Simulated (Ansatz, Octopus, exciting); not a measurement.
# NaTl: programs and potentials compared

```
Tl Na
1.0
     0.00000    3.73100    3.73100
     3.73100    0.00000    3.73100
     3.73100    3.73100    0.00000
Tl Na
2 2
Direct
  0.75000 0.75000 0.75000
  0.50000 0.50000 0.50000
  0.00000 0.00000 0.00000
  0.25000 0.25000 0.25000
```

Alike in all runs: task single point; functional PBEsol; k mesh 6 × 6 × 6; occupations fermi-dirac, width 0.05 eV; no spin polarisation; no spin-orbit coupling.

| program and potentials | plane-wave cutoff (eV) | notes | band gap (eV) |
| --- | --- | --- | --- |
| exciting, all-electron LAPW+lo, shipped species files, valence relativity iora* | - | - | no gap |
| Octopus, pseudodojo_pbesol (PseudoDojo 0.4, PBEsol) | - | - | no gap |
| Ansatz, all-electron LAPW, scalar-relativistic | - | - | no gap |

None finds a gap.

The functional is the same throughout but for its coding, so the spread measures potentials, basis and numerics; runs on potential files found faulty are left out.
